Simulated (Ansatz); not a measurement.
TaS$_{2}$ (CdI2 type, P-3m1), plane-wave PAW LDA (Ansatz code), all energies at zero smearing, with the estimated change up to a 700 eV cutoff added, with one set of potentials and settings (totals compare only within such a set). Cell of 3 atoms (1 Ta, 2 S): -11425.761 eV.

| element | reference phase | E (eV/atom) |
|---|---|---|
| Ta | Im-3m, 1 atoms in the cell | -9683.3646 |
| S | Fddd, 32 atoms in the cell | -869.4936 |

Formation energy per atom, worked out: (-11425.761 − 1×(-9683.3646) − 2×(-869.4936))/3 = -1.136 eV/atom (-110 kJ per mol of atoms), at 0 K, without zero-point energy or fitted corrections.

This is a known high-temperature phase of the composition, computed here at zero pressure and temperature. The LDA relaxation kept the symmetry of its start; whether a distortion lowers the energy is not shown. No spin polarisation was allowed. A crystal of weakly bound layers computed without a dispersion correction: the cell and the soft elastic constants depend strongly on that. The references are the lowest solids computed at this level, not always the standard phases. Scalar-relativistic: spin–orbit coupling is off unless named, which matters more the heavier the elements.

Potentials: the earlier of the program's two PAW sets. The files were generated under PBE; for other functionals the program regenerates the frozen cores, and for LDA and PBEsol the local potential too.
